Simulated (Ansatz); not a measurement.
An Ansatz input:

```yaml
crystal:
  lattice:
    - [-1.6525510019, 1.3577880725, 1.2111438486]
    - [1.3577880725, -1.6525510019, 1.2111438486]
    - [3.0618065743, 3.0618065743, -1.7510026936]
  atoms:
    - { symbol: Co, position: [0.958443453, 0.041556547, 1.0], spin: 1.657 }
    - { symbol: Co, position: [0.791556547, 0.208443453, 0.5], spin: 1.657 }
hamiltonian:
  xc: pbesol
  pseudopotentials:
    kind: paw
    azcp:
      Co: "pseudopotentials/Co.paw.azcp"
basis:
  ecutwfc: 420
  fft_grid_basis: typed
kpoints:
  mp_grid: { grid: [27, 27, 13], shift: [0, 0, 0] }
magnetization:
  spin_polarized: true
scf:
  occupations: { method: fermi_dirac, width: 0.05 }
output:
  write_density: true
  write_potential: true
  elf: true
  volumetric_format: npy
```

Terminal output

```
Warning: the record states the generating functional pbe (its physics header spells it `PBE`), which answers neither for hamiltonian.xc's functional nor for the pbesol family's — results may be inconsistent (PPs are generated against a specific XC)
Engine: ansatz 0.2.0, aarch64-unknown-linux-gnu
Pseudopotentials: kind: paw
Pseudopotential: Co, paw, valence charge 17, recommended cutoff 420 eV (normal) 
Functional definition: PBEsol
  exchange = pbesol_x
  correlation = pbesol_c
Crystal: 2 atoms, lattice volume = 20.773 Å³
Basis set: ecut = 420 eV, 391 PW (Γ)
Bands: 23, of which v1, the nominal top of the filled ones, is band 17 counted from 1 (16 counted from 0)
Symmetry: 4 space group operations
Space group: C2/c (ITA 15), of the structure as read, at distance tolerance 2.7e-5 Å
Magnetic group: BNS 15.85 (UNI 92), of the structure as read, at distance tolerance 2.7e-5 Å
k-points: 2464 of 9477
Non-local potential: Co, projectors of the file, l = 0: 3, l = 1: 2, l = 2: 3, l = 3: 1
PAW form: soft (Blöchl's): semilocal exchange-correlation on the pseudo side does not see the compensation charge
PAW frozen core: Co, regenerated for the run's functional, and the local potential with it (the file was generated under x = pbe(κ = 0.804, μ = 0.2195149727645171), c = pbe(β = 0.06672455060314922))
PAW one-centre angular grid: Co, 590 points (default); XC on 64 Gauss nodes
Initial density: superposition of atomic densities (chi_scale 0.1, normalization cell)
Starting moments: Σ|m| = 3.314 μB on 2 of 2 sites
Initial wavefunctions: pseudopotential atomic-orbital guess
Functional: x = pbesol(κ = 0.804, μ = 0.12345679012345678), c = pbesol(β = 0.046)
SCF iter   1: F=—  HF=-10185.656332 eV  |F-HF|=—  |Δ(HF+E_count)|=         —  Δρ=1.22e-1 (↑4.77e-2 ↓1.22e-1)  dr2=3.38e0  dr2_m=2.65e-1  M=3.227 μB ∫|m|=3.343 μB  β_m=0.30  ethr=3.10e-3  ⟨swp⟩=5.3  Hψ=424240  notcnv=0
Mixer restart at iter 1: flushing history
SCF iter   2: F=—  HF=-10184.530836 eV  |F-HF|=—  |Δ(HF+E_count)|=    1.13e0  Δρ=5.76e-2 (↑2.37e-2 ↓5.76e-2)  dr2=2.43e-1  dr2_m=2.95e-1  M=3.319 μB ∫|m|=3.481 μB  β_m=0.37  ethr=3.10e-3  ⟨swp⟩=2.6  Hψ=239250  notcnv=0  defer=3190
SCF iter   3: F=—  HF=-10185.188275 eV  |F-HF|=—  |Δ(HF+E_count)|=   6.57e-1  Δρ=2.72e-2 (↑2.72e-2 ↓1.60e-2)  dr2=1.18e-2  dr2_m=8.51e-2  M=3.274 μB ∫|m|=3.480 μB  β_m=0.56  ethr=7.15e-4  ⟨swp⟩=2.1  Hψ=151067  notcnv=0  defer=3190
SCF iter   4: F=—  HF=-10185.833938 eV  |F-HF|=—  |Δ(HF+E_count)|=   6.46e-1  Δρ=1.95e-2 (↑1.95e-2 ↓7.25e-3)  dr2=8.25e-2  dr2_m=7.56e-3  M=3.205 μB ∫|m|=3.452 μB  β_m=0.78  ethr=3.48e-5  ⟨swp⟩=2.4  Hψ=229305  notcnv=0  defer=3190
SCF iter   5: F=—  HF=-10185.992069 eV  |F-HF|=—  |Δ(HF+E_count)|=   1.58e-1  Δρ=3.92e-3 (↑6.47e-4 ↓3.92e-3)  dr2=1.81e-3  dr2_m=5.78e-4  M=3.152 μB ∫|m|=3.423 μB  β_m=0.81  ethr=3.48e-5  ⟨swp⟩=2.4  Hψ=229706  notcnv=0  defer=3047
SCF iter   6: F=—  HF=-10185.992431 eV  |F-HF|=—  |Δ(HF+E_count)|=   3.62e-4  Δρ=4.85e-4 (↑1.70e-4 ↓4.85e-4)  dr2=1.03e-5  dr2_m=1.66e-5  M=3.150 μB ∫|m|=3.428 μB  β_m=0.90  ethr=5.31e-6  ⟨swp⟩=1.2  Hψ=149697  notcnv=0  defer=2171
SCF iter   7: F=—  HF=-10185.992493 eV  |F-HF|=—  |Δ(HF+E_count)|=   6.16e-5  Δρ=3.50e-5 (↑1.16e-5 ↓3.50e-5)  dr2=1.48e-7  dr2_m=6.72e-8  M=3.149 μB ∫|m|=3.428 μB  β_m=0.91  ethr=3.03e-8  ⟨swp⟩=2.0  Hψ=194360  notcnv=0  defer=2171
SCF iter   8: F=—  HF=-10185.992493 eV  |F-HF|=—  |Δ(HF+E_count)|=   1.60e-7  Δρ=6.58e-6 (↑3.89e-6 ↓6.58e-6)  dr2=1.03e-8  dr2_m=1.62e-9  M=3.149 μB ∫|m|=3.428 μB  β_m=0.95  ethr=4.36e-10  ⟨swp⟩=2.2  Hψ=156891  notcnv=0  defer=2171
SCF iter   9: F=-10185.992493 eV  HF=-10185.992493 eV  |F-HF|=2.13e-10  |Δ(HF+E_count)|=  1.96e-10  Δρ=1.26e-6 (↑1.26e-6 ↓7.86e-7)  dr2=2.88e-10  dr2_m=1.04e-10  M=3.149 μB ∫|m|=3.428 μB  ethr=3.04e-11  ⟨swp⟩=2.5  Hψ=300207  notcnv=0
SCF 1 converged in 9 iterations: F = -10185.992493 eV  dr2 = 2.88e-10
SCF converged after 9 iterations
Magnetization: 3.1493 μB (18.5747 up, 15.4253 down)
Absolute magnetization: 3.4296 μB (∫|ρ↑−ρ↓|, with the PAW one-centre terms)
Spin contamination: 0.0461 ħ² per cell (⟨S²⟩ above its minimum at these occupations)
Per-site moments (μB) at R_I (Å): [(1.639479927491963, 1.0063706714089915), (1.6394799274919627, 1.0063706714089915)]
Free energy (F): -10185.992493 eV
Harris-Foulkes:  -10185.992493 eV  (|F-HF|=2.13e-10)
Internal energy: -10185.978814 eV  (E = F + TS)
E sigma→0 (E₀):  -10185.985653 eV
Entropy (-TS):   -0.013679 eV (-6.840 meV/atom)
Fermi energy:    19.502303 eV
--- Per-component energies (eV) ---
  E_band       = -458.814067
  E_kinetic    = 910.074763
  E_local      = -5538.918261  (includes V_loc(G=0)·N_el)
  E_nonlocal   = 911.023332
  E_hartree    = 2321.607113
  E_xc         = -316.418269
  E_vxc        = -410.249639  (∫ρ·V_xc dr)
  E_paw        = -2965.115767  (= ΣΔE_a)
  E_vpaw       = -973.957175  (= ΣTr[D̂ρ^β])
  E_aug_tail   = 0.000120  (compensation charges beyond the density's cutoff)
  E_ewald      = -5508.608683
  E_core_change = 0.376838  (= ΣΔE_core)
  E_smearing   = -0.013679  (= −TS)
  E_closure    = 0.000000  (closes the sum)
  Σ components = -10185.992493   (vs F -10185.992493, Δ=0.00e0)
--- Band table (eV; the first three rows and the last of 4928) ---
  k-point 0 ↑: bands = ["-76.2552", "-76.1847", "-39.8176", "-39.4843", "-39.4843", "-39.4280", "-39.4276", "-39.4255", "10.1719", "14.1003", "16.8452", "16.8626", "16.8635", "17.2065", "17.2075", "17.5821", "17.5849", "18.7849", "18.7882", "19.2662", "26.2096", "41.5609", "44.3813"]
  k-point 1 ↑: bands = ["-76.2542", "-76.1858", "-39.8120", "-39.4835", "-39.4835", "-39.4315", "-39.4286", "-39.4284", "10.2340", "14.0888", "16.8278", "16.8430", "16.8438", "17.1881", "17.1891", "17.6251", "17.6279", "18.7821", "18.7853", "19.0181", "26.5762", "41.5369", "44.4347"]
  k-point 2 ↑: bands = ["-76.2511", "-76.1888", "-39.7955", "-39.4811", "-39.4811", "-39.4484", "-39.4311", "-39.4309", "10.4190", "14.0438", "16.7779", "16.7996", "16.8003", "17.1367", "17.1377", "17.7373", "17.7399", "18.4167", "18.7711", "18.7739", "27.5420", "41.4390", "43.4099"]
  k-point 2463 ↓: bands = ["-74.1838", "-74.1809", "-37.8682", "-37.8585", "-37.5850", "-37.5831", "-37.5714", "-37.5698", "15.1922", "15.3171", "16.8888", "16.9919", "19.2718", "19.4697", "19.5759", "19.9563", "20.8628", "20.8810", "21.4754", "22.0683", "28.0599", "28.1805", "37.9950"]
```
